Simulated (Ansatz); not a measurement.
Geometry optimisation in Ansatz: input, command and trajectory.

```yaml
crystal:
  lattice:
    - [-6.03479781, 4.02319854, 2.01159927]
    - [6.03479781, 4.02319854, -2.01159927]
    - [-2.01159927, -4.02319854, -6.03479781]
  atoms:
    - { symbol: Cu, position: [0.5505901973, 0.8470558215, 0.9036294308] }
    - { symbol: Cu, position: [0.6476748712, 0.5494203541, 0.6999952991] }
    - { symbol: Cu, position: [0.9997332429, 0.0010888025, 0.003060073] }
    - { symbol: Pd, position: [0.6017378236, 0.2008576395, 0.8043522375] }
    - { symbol: Ag, position: [0.099836043, 0.7000241331, 0.8028138756] }
    - { symbol: Ag, position: [0.149107826, 0.0498133503, 0.7011248531] }
    - { symbol: Ag, position: [0.2490065591, 0.7490987829, 0.4983081135] }
    - { symbol: Ag, position: [0.6970992428, 0.9023754295, 0.6006586509] }
    - { symbol: Ag, position: [0.3043447046, 0.1026296276, 0.4043355452] }
    - { symbol: Ag, position: [0.3521313302, 0.4452722269, 0.2976265466] }
    - { symbol: Ag, position: [0.4016213426, 0.7998461237, 0.1997003334] }
    - { symbol: Ag, position: [0.7530245976, 0.253301033, 0.5027060642] }
    - { symbol: Ag, position: [0.7975149911, 0.5990570394, 0.4019382983] }
    - { symbol: Ag, position: [0.8509048136, 0.9518591319, 0.3004119207] }
    - { symbol: Ag, position: [0.4507661904, 0.1500258004, 0.1045642954] }
    - { symbol: Ag, position: [0.9015624134, 0.29785469, 0.2021947641] }
    - { symbol: Ag, position: [0.9518557605, 0.6521071588, 0.0960225556] }
    - { symbol: Os, position: [0.0514171756, 0.3484970128, 0.8973909668] }
    - { symbol: Os, position: [0.195787882, 0.3996171642, 0.5961409574] }
    - { symbol: Os, position: [0.5037791351, 0.5054200054, 0.9989036845] }
  symmetry: { detect: false }
basis:
  ecutwfc: 420
kpoints:
  mp_grid: { grid: [2, 2, 2], shift: [0.5, 0.5, 0.5] }
hamiltonian:
  xc: pbesol
scf:
  occupations: { method: gaussian, width: 0.1 }
  lower_state_search: "off"
output:
  forces: true
  stress: true
  eigenvalues: true
relax:
  adjacent_minimum: "off"
  f_tol: 0.04
  max_steps: 50
  cell: { stress_tol: 0.3 }
```

```bash
ansatz run input.yaml --threads 4 --pin off --max-ram 9216MiB --backend cpu --events-out ev --progress --plain --runs-dir out
```

Level of theory: DFT PBEsol, scalar-relativistic, plane waves, PAW (Ansatz).

Of 9 frames 9 are shown, positions in Å and forces in eV/Å; the SCF threshold varies from step to step. Steps run on the plane waves of an earlier cell, with a Pulay correction in the pressure. The basis is chosen afresh for the last frame, the zero of the energies, and at times for earlier ones too; energy and pressure can step there, also at an unchanged geometry. Where two frames share a geometry here, they differ by under 2 meV/atom and 0.3 GPa.

```xyz
20
Lattice="-6.0348 4.0232 2.0116 6.0348 4.0232 -2.0116 -2.0116 -4.0232 -6.0348" Properties=species:S:1:pos:R:3:forces:R:3 pbc="T T T" step=1 free_energy_over_end_meV_per_atom=91.58 pressure_GPa=-9.07
Cu   -0.0286    1.9875   -6.0496   -0.3417   -0.1659    0.4726
Cu   -2.0011    1.9999   -4.0267    0.3313   -0.4463   -0.4423
Cu   -6.0328    4.0142    1.9904    0.3952    0.0904    0.1528
Pd   -4.0373   -0.0071   -4.0477   -0.1053    0.3517   -0.5769
Ag    2.0071   -0.0119   -6.0522    0.1457    0.0382    0.0824
Ag   -2.0096   -2.0205   -4.0314    0.1535    0.0802   -0.4160
Ag    2.0156    2.0108   -4.0132   -0.4088   -0.1668   -0.2865
Ag    0.0305    4.0184   -4.0378   -0.4551   -0.3050   -0.5681
Ag   -2.0307    0.0106   -2.0343    0.2681    0.1269   -0.1874
Ag   -0.0366    2.0107   -1.9835    0.2574   -0.1444    0.0037
Ag    2.0015    4.0303   -2.0062   -0.0958   -0.0062    0.2387
Ag   -4.0270    2.0262   -2.0285    0.0213   -0.2197   -0.3866
Ag   -2.0062    4.0016   -2.0264    0.1075    0.1033    0.0259
Ag    0.0049    6.0443   -2.0160   -0.0535    0.1031    0.5468
Ag   -2.0252    1.9964   -0.0261    0.1113    0.1630    0.3893
Ag   -4.0500    4.0120   -0.0058    0.0192    0.1200    0.5532
Ag   -2.0021    6.0667    0.0235    0.2547   -0.2288    0.2885
Os   -0.0124   -2.0014   -6.0132   -0.9410    1.5398    0.8972
Os    0.0309   -0.0030   -4.0076   -1.4492   -0.4194   -2.5276
Os   -1.9995    0.0414   -6.0315    1.7851   -0.6141    1.7404
20
Lattice="-5.8770 3.9127 1.9584 5.8918 3.9498 -1.9883 -1.9607 -3.9125 -5.8806" Properties=species:S:1:pos:R:3:forces:R:3 pbc="T T T" step=2 free_energy_over_end_meV_per_atom=10.95 pressure_GPa=2.70
Cu   -0.0310    1.9593   -5.8905   -0.2001    0.1664    0.2555
Cu   -1.9188    1.9391   -3.9652    0.1776   -0.0655   -0.2033
Cu   -5.8490    3.9140    1.9524    0.2331   -0.0196    0.1479
Pd   -3.9417    0.0295   -3.9901   -0.0627    0.0326   -0.0839
Ag    1.9805    0.0188   -5.9133    0.5473    0.0433   -0.1094
Ag   -1.9550   -1.9616   -3.9484   -0.4944   -0.6139    0.5271
Ag    1.9415    1.9693   -3.9561   -0.2228   -0.0488   -0.2049
Ag    0.0078    3.9233   -4.0013   -0.3796   -0.2932   -0.4326
Ag   -1.9574    0.0192   -2.0000    0.1005    0.0326    0.0391
Ag   -0.0085    1.9601   -1.9506   -0.0086   -0.1350   -0.1643
Ag    1.9552    3.9487   -1.9660    0.0051    0.1626   -0.2488
Ag   -3.9193    1.9652   -2.0112    0.2434   -0.2020   -0.0304
Ag   -1.9305    3.9212   -1.9824    0.0463   -0.0093    0.0611
Ag    0.0139    5.9176   -1.9558    0.0615    0.0841    0.3792
Ag   -1.9608    1.9610   -0.0012   -0.0269    0.0236    0.1069
Ag   -3.9483    3.9253    0.0136   -0.1718   -0.0138    0.2290
Ag   -1.9229    5.9048    0.0226    0.0901    0.0030    0.0549
Os   -0.0700   -1.8314   -5.8156    0.3158   -0.2737   -0.1358
Os   -0.0587   -0.0184   -4.0814   -0.0122    0.5579   -0.1374
Os   -1.8264    0.0107   -5.7753   -0.2414    0.5687   -0.0498
20
Lattice="-5.8958 3.9186 1.9526 5.9093 3.9592 -1.9933 -1.9854 -3.9118 -5.9320" Properties=species:S:1:pos:R:3:forces:R:3 pbc="T T T" step=3 free_energy_over_end_meV_per_atom=1.92 pressure_GPa=0.11
Cu   -0.0629    1.9800   -5.9345   -0.1030    0.0964    0.1082
Cu   -1.9260    1.9384   -4.0239    0.0668   -0.0090   -0.0698
Cu   -5.8477    3.9285    1.9592    0.1278    0.0328    0.0557
Pd   -3.9785    0.0432   -4.0482    0.0034    0.0108   -0.0088
Ag    2.0177    0.0179   -5.9691    0.1627   -0.0939   -0.0165
Ag   -1.9931   -1.9872   -3.9486   -0.0355   -0.0580    0.1335
Ag    1.9098    1.9709   -4.0069   -0.0575    0.0248   -0.0491
Ag   -0.0421    3.9146   -4.0764   -0.1441   -0.0729   -0.1661
Ag   -1.9543    0.0226   -2.0221    0.0115   -0.0127   -0.0169
Ag   -0.0123    1.9602   -1.9791    0.0300    0.0083   -0.0228
Ag    1.9545    3.9708   -2.0013   -0.0156    0.0037   -0.0531
Ag   -3.9263    1.9543   -2.0499   -0.0198   -0.0179    0.0086
Ag   -1.9399    3.9240   -1.9912    0.0169    0.0060    0.0708
Ag    0.0131    5.9386   -1.9470    0.0287    0.0197    0.0444
Ag   -1.9651    1.9673    0.0077    0.0034    0.0171    0.0098
Ag   -3.9781    3.9338    0.0169   -0.0712   -0.0137    0.0128
Ag   -1.9286    5.9209    0.0124   -0.0742    0.0003   -0.0202
Os   -0.0780   -1.8225   -5.8628    0.0892    0.0507    0.0724
Os   -0.0778    0.0167   -4.1521   -0.0251   -0.0418   -0.2020
Os   -1.8625    0.0435   -5.8232    0.0057    0.0496    0.1092
20
Lattice="-5.8688 3.9175 1.9388 5.8966 3.9620 -1.9444 -2.0290 -3.9425 -5.9846" Properties=species:S:1:pos:R:3:forces:R:3 pbc="T T T" step=4 free_energy_over_end_meV_per_atom=1.82 pressure_GPa=0.20
Cu   -0.1393    1.9815   -5.9351    0.0285    0.0310   -0.0812
Cu   -1.9683    1.8995   -4.0559    0.1187   -0.0096    0.0138
Cu   -5.7929    3.9943    1.9406    0.0240   -0.1302    0.0059
Pd   -4.0203    0.0101   -4.0964    0.0423    0.1243   -0.0398
Ag    2.0737   -0.0684   -5.9807   -0.0977    0.1240   -0.0345
Ag   -2.0043   -1.9950   -3.9471   -0.0309   -0.0116   -0.0097
Ag    1.8547    1.9513   -4.0390    0.0421    0.0274    0.0358
Ag   -0.1065    3.8766   -4.0985    0.0023    0.0330    0.0766
Ag   -1.9629    0.0256   -2.0564    0.0447   -0.0110    0.0010
Ag   -0.0025    1.9552   -1.9586   -0.0038    0.0294   -0.1472
Ag    1.9422    3.9689   -1.9890    0.0188    0.0256    0.0324
Ag   -3.9404    1.9240   -2.0558   -0.0040   -0.0249   -0.0090
Ag   -1.9317    3.9088   -1.9507   -0.0114   -0.0482   -0.0398
Ag    0.0063    5.9433   -1.9055   -0.0030   -0.0417   -0.0406
Ag   -1.9397    1.9410    0.0340   -0.0811    0.0638    0.0157
Ag   -3.9788    3.9072    0.0044    0.0262    0.0506   -0.0282
Ag   -1.9729    5.9077   -0.0047    0.1106    0.0517    0.0489
Os   -0.0880   -1.8315   -5.8846    0.0063   -0.0855    0.0396
Os   -0.0905    0.0109   -4.2225    0.0673   -0.1500    0.1061
Os   -1.8898    0.0320   -5.8454   -0.2995   -0.0480    0.0543
20
Lattice="-5.8622 3.9215 1.9377 5.8820 3.9724 -1.9802 -2.0019 -3.9200 -5.9597" Properties=species:S:1:pos:R:3:forces:R:3 pbc="T T T" step=5 free_energy_over_end_meV_per_atom=0.34 pressure_GPa=0.18
Cu   -0.1268    2.0079   -5.9448    0.0068   -0.0131   -0.0176
Cu   -1.9016    1.9245   -4.0491   -0.0496   -0.0010    0.0108
Cu   -5.7889    3.9676    1.9314    0.0043    0.0015    0.0143
Pd   -4.0114    0.0824   -4.0968    0.0764   -0.1365    0.0353
Ag    2.0616   -0.0254   -5.9855    0.0158   -0.0064   -0.0245
Ag   -1.9998   -1.9860   -3.9335    0.0062    0.0245   -0.0373
Ag    1.8627    1.9954   -4.0534   -0.0029   -0.0300    0.0016
Ag   -0.0924    3.9115   -4.1020   -0.0161    0.0223    0.0111
Ag   -1.9342    0.0298   -2.0463   -0.0023    0.0205    0.0064
Ag   -0.0086    1.9831   -1.9833    0.0036   -0.0094   -0.0304
Ag    1.9446    3.9792   -1.9869    0.0056   -0.0183    0.0244
Ag   -3.9110    1.9325   -2.0499    0.0001    0.0146   -0.0057
Ag   -1.9370    3.9256   -1.9698    0.0011    0.0063   -0.0020
Ag    0.0161    5.9402   -1.9501   -0.0065   -0.0284    0.0324
Ag   -1.9570    1.9658    0.0363   -0.0335   -0.0156   -0.0221
Ag   -3.9900    3.9404   -0.0228    0.0592   -0.0080   -0.0366
Ag   -1.9377    5.9436   -0.0293    0.0130   -0.0444    0.0255
Os   -0.0709   -1.8421   -5.8739    0.0508    0.0652    0.0414
Os   -0.0656   -0.0011   -4.2229   -0.0755   -0.0252   -0.0372
Os   -1.9024    0.0342   -5.8172   -0.0563    0.1812    0.0100
20
Lattice="-5.8643 3.9470 1.9463 5.8676 3.9703 -1.9830 -1.9850 -3.9320 -5.9596" Properties=species:S:1:pos:R:3:forces:R:3 pbc="T T T" step=6 free_energy_over_end_meV_per_atom=-0.05 pressure_GPa=-0.03
Cu   -0.1297    2.0141   -5.9398    0.0225    0.0219   -0.0226
Cu   -1.9125    1.9350   -4.0350    0.0147   -0.0081   -0.0002
Cu   -5.7811    4.0010    1.9383    0.0050   -0.0054    0.0026
Pd   -3.9901    0.0617   -4.0833   -0.0772    0.0397    0.0030
Ag    2.0718   -0.0306   -5.9942    0.0134    0.0127    0.0078
Ag   -1.9822   -1.9830   -3.9435   -0.0649   -0.0278    0.0262
Ag    1.8591    1.9819   -4.0545    0.0128    0.0072    0.0003
Ag   -0.0919    3.9221   -4.0948   -0.0234    0.0148   -0.0025
Ag   -1.9317    0.0259   -2.0347    0.0142    0.0014   -0.0039
Ag   -0.0045    1.9793   -1.9808   -0.0293    0.0125   -0.0376
Ag    1.9280    3.9822   -1.9774    0.0089   -0.0068    0.0043
Ag   -3.9019    1.9402   -2.0474   -0.0354    0.0498   -0.0026
Ag   -1.9313    3.9399   -1.9710   -0.0010    0.0061   -0.0132
Ag    0.0044    5.9610   -1.9413   -0.0061   -0.0225    0.0053
Ag   -1.9616    1.9718    0.0306   -0.0084    0.0017   -0.0012
Ag   -3.9821    3.9566   -0.0265    0.0146    0.0165    0.0149
Ag   -1.9573    5.9591   -0.0121    0.0220   -0.0270    0.0075
Os   -0.0526   -1.8410   -5.8669    0.0137   -0.0511    0.0009
Os   -0.0743   -0.0037   -4.2361    0.0364   -0.0349   -0.0512
Os   -1.9178    0.0642   -5.8143    0.0674   -0.0008    0.0621
20
Lattice="-5.8458 3.9438 1.9512 5.8583 3.9815 -1.9891 -1.9820 -3.9374 -5.9668" Properties=species:S:1:pos:R:3:forces:R:3 pbc="T T T" step=7 free_energy_over_end_meV_per_atom=-0.20 pressure_GPa=0.04
Cu   -0.1206    2.0171   -5.9491    0.0122    0.0062   -0.0037
Cu   -1.8967    1.9264   -4.0368    0.0022    0.0078   -0.0053
Cu   -5.7665    3.9979    1.9379    0.0039    0.0086   -0.0019
Pd   -3.9885    0.0645   -4.0857   -0.0105   -0.0142    0.0011
Ag    2.0733   -0.0283   -6.0071    0.0000   -0.0033    0.0005
Ag   -1.9876   -1.9847   -3.9435    0.0175    0.0054   -0.0069
Ag    1.8578    1.9934   -4.0609   -0.0048   -0.0097   -0.0008
Ag   -0.0950    3.9309   -4.1017   -0.0057   -0.0044   -0.0020
Ag   -1.9206    0.0236   -2.0371    0.0029    0.0007    0.0044
Ag   -0.0101    1.9904   -1.9944    0.0091   -0.0020    0.0161
Ag    1.9354    3.9835   -1.9832   -0.0019    0.0062    0.0080
Ag   -3.8926    1.9438   -2.0481    0.0126   -0.0179    0.0059
Ag   -1.9267    3.9485   -1.9708    0.0009   -0.0091    0.0037
Ag    0.0155    5.9580   -1.9421    0.0061    0.0046   -0.0006
Ag   -1.9575    1.9775    0.0308   -0.0009   -0.0074   -0.0027
Ag   -3.9738    3.9618   -0.0257    0.0050   -0.0060   -0.0028
Ag   -1.9354    5.9579   -0.0083   -0.0029   -0.0011   -0.0029
Os   -0.0569   -1.8507   -5.8800    0.0503   -0.0198    0.0234
Os   -0.0579   -0.0114   -4.2440   -0.0285    0.0104   -0.0004
Os   -1.8994    0.0557   -5.8129   -0.0677    0.0451   -0.0328
20
Lattice="-5.8300 3.9586 1.9529 5.8359 3.9879 -1.9939 -1.9718 -3.9439 -5.9733" Properties=species:S:1:pos:R:3:forces:R:3 pbc="T T T" step=8 free_energy_over_end_meV_per_atom=-0.32 pressure_GPa=-0.04
Cu   -0.1236    2.0330   -5.9587    0.0070   -0.0046   -0.0003
Cu   -1.8888    1.9298   -4.0388    0.0058    0.0141    0.0031
Cu   -5.7461    4.0209    1.9342    0.0055    0.0012    0.0032
Pd   -3.9854    0.0672   -4.0923   -0.0119    0.0271    0.0078
Ag    2.0793   -0.0310   -6.0169   -0.0014    0.0001   -0.0031
Ag   -1.9771   -1.9813   -3.9512   -0.0072    0.0060    0.0038
Ag    1.8476    1.9986   -4.0705    0.0024   -0.0040   -0.0001
Ag   -0.1020    3.9422   -4.1022   -0.0051   -0.0080   -0.0040
Ag   -1.9103    0.0220   -2.0388    0.0049    0.0064    0.0061
Ag   -0.0098    1.9983   -1.9919   -0.0012   -0.0002   -0.0197
Ag    1.9248    3.9918   -1.9770    0.0023   -0.0092    0.0075
Ag   -3.8749    1.9462   -2.0481   -0.0056    0.0049   -0.0023
Ag   -1.9222    3.9612   -1.9728    0.0007    0.0024   -0.0025
Ag    0.0126    5.9730   -1.9485   -0.0024   -0.0084   -0.0003
Ag   -1.9565    1.9830    0.0326    0.0016   -0.0034   -0.0028
Ag   -3.9685    3.9772   -0.0386    0.0077   -0.0019   -0.0041
Ag   -1.9367    5.9779   -0.0103    0.0077   -0.0153   -0.0048
Os   -0.0430   -1.8615   -5.8822    0.0037    0.0101    0.0069
Os   -0.0576   -0.0124   -4.2681   -0.0294   -0.0086   -0.0180
Os   -1.9100    0.0707   -5.8173    0.0149   -0.0087    0.0237
20
Lattice="-5.8300 3.9586 1.9529 5.8359 3.9879 -1.9939 -1.9718 -3.9439 -5.9733" Properties=species:S:1:pos:R:3:forces:R:3 pbc="T T T" step=9 free_energy_over_end_meV_per_atom=0.00 pressure_GPa=-0.02
Cu   -0.1236    2.0330   -5.9587    0.0072   -0.0046   -0.0004
Cu   -1.8888    1.9298   -4.0388    0.0057    0.0141    0.0032
Cu   -5.7461    4.0209    1.9342    0.0053    0.0012    0.0032
Pd   -3.9854    0.0672   -4.0923   -0.0120    0.0269    0.0080
Ag    2.0793   -0.0310   -6.0169   -0.0014    0.0001   -0.0031
Ag   -1.9771   -1.9813   -3.9512   -0.0072    0.0060    0.0038
Ag    1.8476    1.9986   -4.0705    0.0025   -0.0040   -0.0001
Ag   -0.1020    3.9422   -4.1022   -0.0050   -0.0079   -0.0039
Ag   -1.9103    0.0220   -2.0388    0.0049    0.0064    0.0061
Ag   -0.0098    1.9983   -1.9919   -0.0012   -0.0002   -0.0197
Ag    1.9248    3.9918   -1.9770    0.0023   -0.0092    0.0075
Ag   -3.8749    1.9462   -2.0481   -0.0055    0.0049   -0.0023
Ag   -1.9222    3.9612   -1.9728    0.0006    0.0024   -0.0025
Ag    0.0126    5.9730   -1.9485   -0.0024   -0.0084   -0.0004
Ag   -1.9565    1.9830    0.0326    0.0015   -0.0035   -0.0028
Ag   -3.9685    3.9772   -0.0386    0.0077   -0.0019   -0.0042
Ag   -1.9367    5.9779   -0.0103    0.0077   -0.0152   -0.0048
Os   -0.0430   -1.8615   -5.8822    0.0035    0.0101    0.0068
Os   -0.0576   -0.0124   -4.2681   -0.0293   -0.0085   -0.0178
Os   -1.9100    0.0707   -5.8173    0.0150   -0.0086    0.0234
```

Time: 2.2 min on 4 threads of Intel(R) Xeon(R) Platinum 8488C (Sapphire Rapids) (shared host), peak memory 1.7 GiB.

The k mesh is coarse. Spin–orbit coupling is left out, which can shift energies with elements as heavy as these. Spin polarisation was left out, and a magnetic state may lie lower.